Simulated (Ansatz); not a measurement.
Sheets of one type (M2XT2 MXene (fcc sites)-type), PBE (plane waves, PAW; program Ansatz); HSE06 gaps on those cells.

```csv
layer,a (Å),thickness (Å)
Cr2CO2,…,…
Ti2CO2,3.029,4.43
Cr2CF2,3.039,4.42
Zr2CO2,3.307,4.63
W2CO2,3.110,4.49
```

### Question
Complete the blanks.

### Answer

- Cr2CO2, a (Å): 2.894
- Cr2CO2, thickness (Å): 4.41

Spin orders computed, not proven ground states: Cr2CO2, M2XT2 MXene (fcc sites)-type layer ferromagnetic; Cr2CF2, M2XT2 MXene (fcc sites)-type layer antiferromagnetic. All cells were relaxed under the symmetry of their starts (and spin orders); stability against distortions was not tested throughout. Rows with no word on spin ran without spin polarisation. No Hubbard U is applied. Scalar-relativistic: spin–orbit coupling is off unless named, which matters more the heavier the elements. Constructed layers (a layer type filled with these elements): Cr2CO2, M2XT2 MXene (fcc sites)-type layer; Ti2CO2, M2XT2 MXene (fcc sites)-type layer; Cr2CF2, M2XT2 MXene (fcc sites)-type layer; Zr2CO2, M2XT2 MXene (fcc sites)-type layer; W2CO2, M2XT2 MXene (fcc sites)-type layer.

Potentials: the later of the program's two PAW sets.
